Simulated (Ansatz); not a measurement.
B2Ir:
```cif
data_B4Ir2
_chemical_formula_sum 'Ir2 B4'
_space_group_name_H-M_alt 'I4/mmm'
_space_group_IT_number 139
_space_group_name_Hall '-I 4 2'
_cell_length_a 2.78513
_cell_length_b 2.78513
_cell_length_c 6.81860
_cell_angle_alpha 90.000
_cell_angle_beta 90.000
_cell_angle_gamma 90.000
loop_
_atom_site_label
_atom_site_type_symbol
_atom_site_symmetry_multiplicity
_atom_site_Wyckoff_symbol
_atom_site_fract_x
_atom_site_fract_y
_atom_site_fract_z
_atom_site_occupancy
Ir1 Ir 2 a 0.00000 0.00000 0.00000 1
B1 B 4 e 0.00000 0.00000 0.31975 1
```
(The calculation used a cell of 3 atoms; values per cell refer to that cell.)

This is the PBEsol-relaxed structure.

Problem. All from the program Ansatz at the PBEsol level (PAW), unless another level is named. Predict the electronic character.

Solution. metallic (no gap).

Problem. Predict the density of states at the Fermi level.

Solution. 0.44 states/eV per atom (mean over ±0.08 eV).

Problem. Next, the gap with spin–orbit coupling?

Solution. none (metallic).

A made-up cell: these elements were put on the sites of a structure type; neither database checked (COD, Materials Project) lists it. Whether it is the stable phase at ambient conditions was not checked. The cell was relaxed with PBEsol under the symmetry of its start; its stability against distortions is not shown here. The run is not spin-polarised. Scalar-relativistic: spin–orbit coupling is off unless named, which matters more the heavier the elements.

Potentials: the earlier of the program's two PAW sets. The files were generated under PBE; for other functionals the program regenerates the frozen cores, and for LDA and PBEsol the local potential too.
